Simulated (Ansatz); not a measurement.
**From three elastic constants to directional properties of SbRh₃**

Method: DFT LDA, scalar-relativistic, plane waves, PAW (Ansatz). Cutoff 420 eV, 10×10×10 k-points (Γ-centred), Fermi-Dirac smearing of 0.15 eV. No spin polarisation.

Equilibrium structure at this level:
```cif
data_structure
_symmetry_space_group_name_H-M 'Pm-3m'
_symmetry_Int_Tables_number 221
_cell_length_a 3.8805
_cell_length_b 3.8805
_cell_length_c 3.8805
_cell_angle_alpha 90.000
_cell_angle_beta 90.000
_cell_angle_gamma 90.000
_cell_volume 58.43
loop_
_atom_site_label
_atom_site_type_symbol
_atom_site_symmetry_multiplicity
_atom_site_Wyckoff_symbol
_atom_site_fract_x
_atom_site_fract_y
_atom_site_fract_z
_atom_site_occupancy
Sb1 Sb 1 a 0.00000 0.00000 0.00000 1
Rh1 Rh 3 c 0.50000 0.50000 0.00000 1
```

In a metal, frequencies and elastic constants depend on the k mesh and the smearing, soft modes and shear constants most.

With ions relaxed, on the cubic axes: C11 = 360.8, C12 = 193.8, C44 = 134.3 GPa. The density is 12.233 g/cm³.

Question: Is the crystal stable against strain, and how anisotropic is it?

Answer: Born's conditions hold: C11 + 2C12 = 748.5, C11 − C12 = 167.0 and C44 = 134.3 GPa are all positive. B = (C11 + 2C12)/3 = 249.5 GPa. The two shear moduli are C44 and C′ = (C11 − C12)/2 = 83.5 GPa, so Zener's ratio is A = C44/C′ = 1.61: the tetragonal shear C′ is the soft one, as in many fcc and bcc metals and zincblende crystals. The Cauchy pressure C12 − C44 is 59.6 GPa; it would vanish for pair forces between atoms on inversion centres at zero pressure, and a positive value is usual with metallic or many-body binding, and where atoms off inversion centres relax under shear, which lowers C44.

Question: Give the sound speeds along the three symmetry directions.

Answer: The Christoffel equation gives ρv² for each branch:
| direction | branch | ρv² | GPa | v (m/s) |
| --- | --- | --- | --- | --- |
| [100] | L | C11 | 360.8 | 5431 |
| [100] | T (×2) | C44 | 134.3 | 3313 |
| [110] | L | (C11 + C12 + 2C44)/2 | 411.6 | 5800 |
| [110] | T, u ∥ [001] | C44 | 134.3 | 3313 |
| [110] | T, u ∥ [1-10] | (C11 − C12)/2 | 83.5 | 2613 |
| [111] | L | (C11 + 2C12 + 4C44)/3 | 428.5 | 5919 |
| [111] | T (×2) | (C11 − C12 + C44)/3 | 100.4 | 2865 |

Question: How does Young's modulus depend on direction?

Answer: Inverting gives S11 = 4.438, S12 = -1.551, S44 = 7.448 TPa⁻¹. Along a unit vector (l, m, n), 1/E = S11 − 2(S11 − S12 − S44/2)(l²m² + m²n² + n²l²), where the last bracket is 0, 1/4 and 1/3 for [100], [110] and [111]: E = 225, 303 and 342 GPa. With A > 1 the body diagonal is stiffest. For a film on (001), the biaxial modulus is C11 + C12 − 2C12²/C11 = 346 GPa and the normal strain is −2C12/C11 = -1.07 times the in-plane one.

Cost: 2 runs of about 4.6 core-minutes in all, on Intel Xeon Platinum 8375C (Ice Lake) (shared hosts).